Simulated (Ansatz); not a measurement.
CuNi3N:
```xyz
5
Lattice="3.7009 0.0000 0.0000 0.0000 3.7009 0.0000 0.0000 0.0000 3.7009" Properties=species:S:1:pos:R:3 pbc="T T T"
Cu     0.0000     0.0000     0.0000
Ni     0.0000     1.8505     1.8505
Ni     1.8505     0.0000     1.8505
Ni     1.8505     1.8505     0.0000
N      1.8505     1.8505     1.8505
```
The run is spin-polarised; directions of the spins, atom by atom: 0 ↑ ↑ ↑ 0.

Relaxed with r²SCAN.

Problem. Give the Bader charges and basin volumes of the independent atoms, plane-wave PAW r²SCAN (Ansatz code).

Solution. 

```csv
atom,Bader charge (e),Bader volume (Å³)
Cu1,+0.02,12.3
Ni2,+0.40,10.3
N5,-1.24,7.5
```

Space group Pm-3m (anti-perovskite). The workflow started from a Materials Project entry (that database holds measured and hypothetical structures alike); the Crystallography Open Database copy checked does not list it. Its standing as an ambient phase is unchecked. The r²SCAN relaxation kept the symmetry of its start; its stability against distortions is not shown here. The final state is ferromagnetic, the only order run, not a proven ground state. Other orbital occupations within this spin state were not tried. No Hubbard U is applied.

Potentials: the later of the program's two PAW sets.
